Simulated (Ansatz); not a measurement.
Relaxed-ion elastic tensor of Be₂B (fluorite or antifluorite type, Fm-3m) in GPa (Voigt order), PBEsol (plane waves, PAW; program Ansatz); density 2.03 g/cm³, 7.86 Å³ per atom.

|  | 1 | 2 | 3 | 4 | 5 | 6 |
|---|---|---|---|---|---|---|
| 1 | 268 | 88.1 | 88.1 | 0.0 | 0.0 | 0.0 |
| 2 | 88.1 | 268 | 88.1 | 0.0 | 0.0 | 0.0 |
| 3 | 88.1 | 88.1 | 268 | 0.0 | 0.0 | 0.0 |
| 4 | 0.0 | 0.0 | 0.0 | 137 | 0.0 | 0.0 |
| 5 | 0.0 | 0.0 | 0.0 | 0.0 | 137 | 0.0 |
| 6 | 0.0 | 0.0 | 0.0 | 0.0 | 0.0 | 137 |

Task: Is the crystal mechanically stable?

Result: Yes: the smallest eigenvalue of C is 137 GPa.

Task: Work out the Voigt, Reuss and Hill averages.

Result: K_V = 148, K_R = 148, K_H = 148; G_V = 118, G_R = 113, G_H = 116 GPa.

Task: Give Young's modulus, Poisson's ratio, Pugh's ratio and the universal anisotropy index.

Result: E = 9KG/(3K + G) = 275 GPa; ν = 0.19; K/G = 1.28 (brittle by the Pugh limit of 1.75); A_U = 5G_V/G_R + K_V/K_R − 6 = 0.21.

Task: Estimate the sound speeds and the Debye temperature.

Result: v_l = √((K + 4G/3)/ρ) = 12200 m/s, v_t = √(G/ρ) = 7550 m/s, mean 8320 m/s; Θ = (h/k)(3n/4πV)^(1/3) v_m = 1250 K.

Task: Give the Zener ratio and Young's modulus along [100], [110] and [111].

Result: A = 2C44/(C11 − C12) = 1.52; 1/E = S11 − 2(S11 − S12 − S44/2)Γ with Γ = 0, 1/4, 1/3 gives 225, 285, 314 GPa.

The workflow started from an entry of the Crystallography Open Database (COD). Whether it is the stable phase at ambient conditions was not checked. The PBEsol relaxation kept the symmetry of its start; its stability against distortions is not shown here. As this level gives no gap, shear constants depend on the k-mesh and smearing (Fermi–Dirac, 0.1 eV here).

Potentials: the later of the program's two PAW sets.
